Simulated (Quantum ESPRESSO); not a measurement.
# Kohn-Sham bands of PbI2 (CdI2 type)

```
PbI2
1.0
    4.61269     0.00000     0.00000
   -2.30635     3.99471     0.00000
    0.00000     0.00000     7.25703
Pb I
1 2
Direct
  0.00000   0.00000   0.00000
  0.66667   0.33333   0.74095
  0.33333   0.66667   0.25905
```

Materials Project entry mp-22893; symmetrised, unrelaxed at this level. COD (Crystallography Open Database) has the formula in 4 space groups, this one among them (matched by group alone). Level: PBEsol, spinors with spin-orbit coupling; pw.x of Quantum ESPRESSO at 56 Ry with PseudoDojo potentials, 6×6×4 k-points, Wannier90. Density: 12×12×4 mesh, cold smearing 0.01 Ry.

List the Kohn-Sham levels between −8 and 4.5 eV relative to the valence-band maximum at the high-symmetry points, as a band run of pw.x on that density gives them (levels within 2 meV counted together).


```tsv
point	k (reciprocal lattice)	levels (eV)
Γ	0.000 0.000 0.000	-6.86 (×2), -1.79 (×2), -1.64 (×2), -0.80 (×2), -0.66 (×2), -0.59 (×2), -0.52 (×2), 1.61 (×2), 3.09 (×2), 3.76 (×2)
M	0.500 0.000 0.000	-7.31 (×2), -3.03 (×2), -2.53 (×2), -1.80 (×2), -1.76 (×2), -0.81 (×2), -0.33 (×2), 2.36 (×2), 3.68 (×2)
K	0.333 0.333 0.000	-7.38 (×2), -2.72 (×2), -2.57 (×2), -2.44 (×2), -1.50 (×2), -1.43 (×2), -0.61 (×2), 3.29 (×2), 4.28 (×2)
A	0.000 0.000 0.500	-6.73 (×2), -2.20 (×2), -1.35 (×2), -1.18 (×2), -0.76 (×2), -0.46 (×2), 0.00 (×2), 1.46 (×2), 2.90 (×2), 3.61 (×2)
L	0.500 0.000 0.500	-7.33 (×2), -3.31 (×2), -2.24 (×2), -1.73 (×2), -1.46 (×2), -0.91 (×2), -0.59 (×2), 2.60 (×2), 3.56 (×2), 4.22 (×2)
H	0.333 0.333 0.500	-7.37 (×2), -3.00 (×2), -2.90 (×2), -2.66 (×2), -0.96 (×2), -0.81 (×2), -0.14 (×2), 2.60 (×2), 3.53 (×2), 4.17 (×2)
```
